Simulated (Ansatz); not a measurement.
CuLi₂Nb₄O₁₂:
```yaml
crystal:
  lattice:
    - [-5.16171, 0.00000, 0.00000]
    - [-2.65049, 2.11096, 8.51420]
    - [-2.49422, 4.88896, 0.00000]
  atoms:
    - { symbol: Cu, position: [0.82044, 0.39983, 0.97406], spin: 0.6 }
    - { symbol: Li, position: [0.32650, 0.88550, 0.45488] }
    - { symbol: Li, position: [0.08797, 0.63669, 0.19481] }
    - { symbol: Nb, position: [0.26190, 0.23524, 0.25905] }
    - { symbol: Nb, position: [0.75404, 0.75905, 0.73490] }
    - { symbol: Nb, position: [0.51166, 0.49642, 0.50418] }
    - { symbol: Nb, position: [0.99324, 0.00481, 0.99446] }
    - { symbol: O, position: [0.43929, 0.31146, 0.40301], spin: 0.0 }
    - { symbol: O, position: [0.96714, 0.80633, 0.89026], spin: 0.0 }
    - { symbol: O, position: [0.95730, 0.42497, 0.24373], spin: 0.0 }
    - { symbol: O, position: [0.44024, 0.91862, 0.77970], spin: 0.0 }
    - { symbol: O, position: [0.57576, 0.05231, 0.14500], spin: 0.0 }
    - { symbol: O, position: [0.10511, 0.56155, 0.61564], spin: 0.0 }
    - { symbol: O, position: [0.04399, 0.10403, 0.58196], spin: 0.0 }
    - { symbol: O, position: [0.55442, 0.60128, 0.05990], spin: 0.0 }
    - { symbol: O, position: [0.54857, 0.36851, 0.83874], spin: 0.0 }
    - { symbol: O, position: [0.02609, 0.86537, 0.33052], spin: 0.0 }
    - { symbol: O, position: [0.06540, 0.19091, 0.01464], spin: 0.0 }
    - { symbol: O, position: [0.61151, 0.68027, 0.49627], spin: 0.0 }
```

Relaxed with r²SCAN.

**Question.** Which orbitals make up the states near the band edges in the program Ansatz at the r²SCAN level (PAW)?

**Answer.** Top 1 eV of the valence band: O 2p 47 %, Cu 3d 46 %. Bottom 1 eV of the conduction band: Cu 3d 58 %, O 2p 28 %, Nb 4d 10 %. Projections are on Löwdin-orthogonalised atomic valence shells; empty p or d shells of many metals are not among them.

**Question.** Tabulate the density of states.

**Answer.** States/eV per cell of 19 atoms, in 0.25 eV bins, energy from the valence-band maximum.

```csv
E (eV),total,O 2p,Nb 4d,Cu 3d
-6.61,0.00,0.00,0.00,0.00
-6.36,7.39,4.65,2.11,0.08
-6.11,11.13,6.98,3.34,0.30
-5.86,15.87,10.15,4.17,0.77
-5.61,14.45,9.32,3.46,0.95
-5.36,13.62,9.01,3.13,0.82
-5.11,12.98,8.79,2.83,0.73
-4.86,13.90,9.61,2.77,0.83
-4.61,13.17,9.26,2.43,0.84
-4.36,13.19,9.43,2.22,0.91
-4.11,13.04,9.51,2.02,0.89
-3.86,13.49,9.98,1.88,1.04
-3.61,13.79,10.40,1.60,1.17
-3.36,12.47,9.57,1.22,1.12
-3.11,12.96,10.13,1.10,1.16
-2.86,16.72,13.34,1.20,1.51
-2.61,18.12,14.48,1.14,1.87
-2.36,21.45,17.29,1.14,2.36
-2.11,21.81,18.16,0.88,2.17
-1.86,22.95,19.18,0.68,2.53
-1.61,16.18,12.33,0.34,3.19
-1.36,6.43,4.12,0.10,2.11
-1.11,6.88,2.67,0.13,3.98
-0.86,3.13,1.69,0.15,1.19
-0.61,4.87,2.62,0.17,1.93
-0.36,0.32,0.09,0.02,0.20
-0.11,3.68,1.21,0.16,2.19
0.14,0.00,0.00,0.00,0.00
0.39,0.00,0.00,0.00,0.00
0.64,0.00,0.00,0.00,0.00
0.89,0.17,0.04,0.02,0.10
1.14,3.83,1.08,0.38,2.21
1.39,0.00,0.00,0.00,0.00
1.64,0.00,0.00,0.00,0.00
1.89,0.00,0.00,0.00,0.00
2.14,0.00,0.00,0.00,0.00
2.39,3.47,0.44,2.90,0.01
2.64,8.65,1.34,6.90,0.04
2.89,11.86,2.23,8.93,0.08
3.14,9.79,2.06,7.17,0.05
3.39,10.18,2.34,7.24,0.04
3.64,11.03,2.71,7.56,0.04
3.89,11.92,3.06,7.93,0.03
4.14,14.87,4.07,9.62,0.03
4.39,14.07,4.10,8.69,0.02
4.64,0.15,0.05,0.09,0.00
4.89,0.00,0.00,0.00,0.00
5.14,0.00,0.00,0.00,0.00
5.39,0.00,0.00,0.00,0.00
5.64,0.00,0.00,0.00,0.00
```

Space group P1. The start of the workflow was typed in or built on a structure type; neither database checked (COD, Materials Project) lists it. Its standing as an ambient phase is unchecked. Symmetry was held in the r²SCAN relaxation; its stability against distortions is not shown here. The final state is ferromagnetic, the only order run, not a proven ground state. Other orbital occupations within this spin state were not tried. No Hubbard U is applied. Spin–orbit coupling is left out wherever it is not named.

Potentials: the later of the program's two PAW sets.
